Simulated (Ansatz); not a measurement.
ZnS (zinc blende)

```xyz
4
Lattice="0.0000 5.4434 5.4434 2.7217 0.0000 2.7217 2.7217 2.7217 0.0000" Properties=species:S:1:pos:R:3 pbc="T T T"
S      4.0826     4.0826     4.0826
S      4.0826     6.8043     6.8043
Zn     0.0000     0.0000     0.0000
Zn     2.7217     2.7217     5.4434
```

A phonon eigenvector at L = (0.5, 0.0, 0.0) is frozen into this cell: atom i moves by Q times the vector below, so Q is the largest atomic displacement, in Å. The cell is held. (q is in reciprocal vectors of the primitive cell; the cell shown is doubled to hold the pattern.)

```json
[
 {"atom": "S1", "x": "-0.138", "y": "0.138", "z": "0.138"},
 {"atom": "S2", "x": "0.138", "y": "-0.138", "z": "-0.138"},
 {"atom": "Zn3", "x": "-0.577", "y": "0.577", "z": "0.577"},
 {"atom": "Zn4", "x": "0.577", "y": "-0.577", "z": "-0.577"}
]
```

Computed with PBE (plane waves to 420 eV, PAW, scalar-relativistic; Ansatz, an electronic-structure program). k mesh 5×10×10 (Γ-centred), Fermi-Dirac smearing 0.05 eV. E stands for the smeared free energy. ZnS was relaxed with its symmetry unable to fall. The zero of ΔE is the undisplaced structure.

```csv
Q (Å),ΔE (meV/cell)
-0.180,286.0
-0.150,198.7
-0.120,127.2
-0.090,71.6
-0.060,withheld
-0.030,8.0
0.000,0.0
0.030,8.0
0.060,withheld
0.090,71.6
0.120,127.2
0.150,198.7
0.180,286.0
```

Task: Fit an even polynomial form (powers 2, 4) to the given rows and predict ΔE at Q = 0.060.

Result: Least squares on the 11 given rows: ΔE = (8841)·Q² + (-416.3)·Q⁴, in meV/cell with Q in Å; root-mean-square residual 0.02 meV/cell. At 0.060 the fit gives 31.8 meV/cell; the calculation gives 31.8 meV/cell, the same to the digits shown. The quadratic term alone would give 31.8 meV/cell.

(For displaced atoms, the force is minus the slope of the energy, and its curvature is a force constant, which sets phonon frequencies.)
